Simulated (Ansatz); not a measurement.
Profile along the Br–K line in KBr (rock salt)

KBr (rock salt)

```cif
data_BrK
_chemical_formula_sum 'Br1 K1'
_space_group_name_H-M_alt 'P 1'
_space_group_IT_number 1
_cell_length_a 4.74131
_cell_length_b 4.74131
_cell_length_c 4.74131
_cell_angle_alpha 60.000
_cell_angle_beta 60.000
_cell_angle_gamma 60.000
loop_
_space_group_symop_operation_xyz
  'x, y, z'
loop_
_atom_site_label
_atom_site_type_symbol
_atom_site_fract_x
_atom_site_fract_y
_atom_site_fract_z
_atom_site_occupancy
Br1 Br 0.00000 0.00000 0.00000 1
K1 K 0.50000 0.50000 0.50000 1
```

Fields along a shortest Br–K line of a {100} plane (3.35 Å), from Br to K, interpolated on the slice's grid (step about 0.2 Å). Method: PBE (plane waves to 420 eV, PAW, scalar-relativistic; Ansatz, a quantum-chemistry and plane-wave program). k mesh 9×9×9. Inside the PAW spheres the values are not all-electron values, and peaks at nuclei hang on which shells count as valence. KBr was relaxed with its symmetry unable to fall.

```csv
distance from Br (Å),valence electron density (e/Å³),electron localisation function
0.00,0.06,x
0.34,0.61,x
0.67,1.17,0.79
1.01,0.60,0.87
1.34,0.20,0.74
1.68,0.08,0.12
2.01,0.09,0.06
2.35,0.42,0.69
2.68,1.96,0.88
3.02,4.04,x
3.35,4.10,x
```

x: too close to a nucleus for the ELF to mean much.

Density on the Br–K line (3.35 Å) at its density minimum, 1.8 Å from Br: 0.07 e/Å³. ELF at that point: 0.0. Character of the Br–K contact (rough rule: ELF there above 0.7 covalent, below 0.2 ionic, polar between): closed-shell (ionic).
